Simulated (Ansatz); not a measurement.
## Zone-centre phonons of NaF at -4.1 GPa: input and output

Computed with Ansatz, DFT LDA, scalar-relativistic, plane waves, PAW.

Launched with:
```bash
ansatz run input.yaml --threads 1 --pin off --max-ram 2560MiB --backend cpu --events-out ev --progress --plain --runs-dir out
```

Input (bare energies are in eV):
```yaml
crystal:
  lattice:
    - [0.0, 2.312, 2.312]
    - [2.312, 0.0, 2.312]
    - [2.312, 2.312, 0.0]
  atoms:
    - { symbol: Na, position: [0.0, 0.0, 0.0] }
    - { symbol: F, position: [0.5, 0.5, 0.5] }
basis:
  ecutwfc: 420
kpoints:
  mp_grid: { grid: [8, 8, 8] }
hamiltonian:
  xc: lda
scf:
  occupations: { method: fixed }
output:
  eigenvalues: true
phonons:
  method: dfpt
  dielectric: true
  rigid_motions: translations
  raman: true
  eigenvectors: true
```

Results section of the output:
```
--- Phonons (Γ-DFPT): 2 representative perturbations + reference, on 59 of 512 k-points (Σ response iterations 7) ---
  k mesh reduced under 8 symmetry operations, with k and −k counted as one. Each operation leaves every solved perturbation unchanged. A smaller set is not considered because the run solves the response ...
  ASR residual: 1.965e-4 → 0.000e0 eV/Å²; symmetrization residual: 1.701e-6 eV/Å²
  ASR residual per site (eV/Å²): 8.68e-5 1.97e-4
  Γ frequencies (cm⁻¹): 0.00 0.00 0.00 225.58 225.58 225.58
  ε∞ (high-frequency dielectric tensor):
        1.910982     0.000000    -0.000000
        0.000000     1.910982    -0.000000
       -0.000000     0.000000     1.910982
  ε⁰ (static dielectric tensor: ions relaxed, cell fixed):
        5.748355     0.000000    -0.000000
        0.000000     5.748355    -0.000000
       -0.000000     0.000000     5.748355
  ε⁰ − ε∞ (ionic part):
        3.837372     0.000000    -0.000000
        0.000000     3.837372     0.000000
       -0.000000     0.000000     3.837372
  softest optical mode at Γ: 225.58 cm⁻¹; the repairs (sum rule, projections) moved no ω² at Γ by more than (1.72 cm⁻¹)²
  Born effective charges Z* (e; rows j = field, columns β = displacement):
    site 0:
         1.01009    0.00000   -0.00000
         0.00000    1.01009    0.00000
         0.00000   -0.00000    1.01009
    site 1:
        -1.01009   -0.00000    0.00000
         0.00000   -1.01009   -0.00000
         0.00000    0.00000   -1.01009
  Z* charge neutrality: 1.343e-5 e pre-enforcement
  k-mesh period / interband length: 26.2 Å / 0.90 Å = 29.10 at k = (0.0000, 0.0000, 0.0000), direct gap 6.012 eV — 14 or more, which is no proof of convergence
  Raman tensors (in the event stream and the table raman_tensors.tsv): an entry may err by 6.3e-5 Å², one of the second-order susceptibility by 9.6e-21 pm/V (basis, points and sum rule); their sum over the sites missed zero by 1.809e-22 Å² ...
  optical modes at Γ without the LO–TO term, one row a degenerate level:
      ω (cm⁻¹) modes IR ((D/Å)²/amu) static Raman (Å⁴/amu) depolarisation
        225.58      3             6.7886                 0.0000               —
  optical modes at Γ + LO–TO along q̂ = [1.0000, 0.0000, 0.0000]:
      ω (cm⁻¹) modes IR ((D/Å)²/amu) static Raman (Å⁴/amu) depolarisation
        225.58      2             4.5257                 0.0000               —
        391.24      1             2.2629                 0.0000               —
  optical modes at Γ + LO–TO along q̂ = [0.0000, 1.0000, 0.0000]:
      ω (cm⁻¹) modes IR ((D/Å)²/amu) static Raman (Å⁴/amu) depolarisation
        225.58      2             4.5257                 0.0000               —
        391.24      1             2.2629                 0.0000               —
  optical modes at Γ + LO–TO along q̂ = [0.0000, 0.0000, 1.0000]:
      ω (cm⁻¹) modes IR ((D/Å)²/amu) static Raman (Å⁴/amu) depolarisation
        225.58      2             4.5257                 0.0000               —
        391.24      1             2.2629                 0.0000               —
```

The run took 2.3 min on 1 thread of Intel(R) Xeon(R) Processor @ 2.50GHz (Skylake/Cascade Lake), with other jobs on the host, peak memory 0.55 GiB.

The cell is the ideal cubic rocksalt prototype.